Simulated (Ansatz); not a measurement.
Ta₂Si in space group I4/mcm (No. 140; Ta on 8h, Si on 4a) at seven volumes, plane-wave PAW r²SCAN (Ansatz code), shape and atoms relaxed at each. One row is withheld.

| V (Å³/atom) | P (GPa) |
|---|---|
| 14.568 | 25.99 |
| 15.048 | ? |
| 15.528 | 7.42 |
| 16.008 | 0.00 |
| 16.489 | -6.38 |
| 16.969 | -11.84 |
| 17.449 | -16.52 |

**Question.** Fit the shown pressures and predict the withheld one.

**Answer.** P = (3/2)B₀(x^(7/2) − x^(5/2))[1 + (3/4)(B′ − 4)(x − 1)] with x = (V₀/V)^(2/3). Least squares on the six rows gives V₀ = 16.008 Å³/atom, B₀ = 228 GPa, B′ = 4.01. At V = 15.048, x = 1.0421 and P = 15.96 GPa. The run itself gave 16.02 GPa.

The workflow started from a Materials Project entry (that database holds measured and hypothetical structures alike); the Crystallography Open Database copy checked does not list it. Whether it is the stable phase at ambient conditions was not checked. The cell was relaxed with r²SCAN under the symmetry of its start; its stability against distortions is not shown here. The run is not spin-polarised. Spin–orbit coupling is left out wherever it is not named.

Potentials: the later of the program's two PAW sets.
